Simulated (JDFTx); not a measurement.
Si(111) slab cut from bulk Si (space group Fd-3m, indices of the conventional cell, lattice of the Materials Project entry mp-149, not re-optimised): 8 atoms in 4 planes, a (2×1) cell of 25.66 Å² (|a| = 7.699, |b| = 3.849 Å), 4.0 Å between the outermost planes, cell height 22.9 Å, 3×6×1 k mesh, Fermi smearing 0.003 Ha, no spin polarisation. Both faces carry OH and Cl (1.00 monolayer in all).

All numbers are PBE, GBRV ultrasoft potentials, plane waves to 20/100 Ha results from JDFTx (a modified build), not measurements. Each face has two sites a cell, capped by OH and OH, OH and Cl, or Cl and Cl, and relaxed in vacuum within the start's symmetry. The ionisation potential is minus the Kohn-Sham valence edge against vacuum. Energies are static: no zero-point or thermal terms.

| caps | energy of the cell (eV) | ionisation potential (eV) |
|---|---|---|
| all OH | -2682.352 | 4.16 |
| half OH, half Cl | -2593.832 | 5.06 |
| all Cl | -2505.177 | 5.72 |

A calculation by hand: the mixing energy a site, and the change of the surface dipole a site on going from OH to Cl.

The cell has four sites (two a face). Mixing energy: [-2593.832 − ½(-2682.352 + -2505.177)]/4 = -17 meV a site; no gas reference enters. Within this ordered cell the caps prefer to mix. The ionisation potential changes by 1.56 eV. Read as a dipole layer, ΔIP = 4π(e²/4πε₀) p/A with A = 12.83 Å² a site and e²/4πε₀ = 14.40 eV Å gives p = 0.111 e Å = 0.53 D a site, negative end outward where positive. This takes the valence edge to be the same kind of state under both caps, which surface states can spoil.
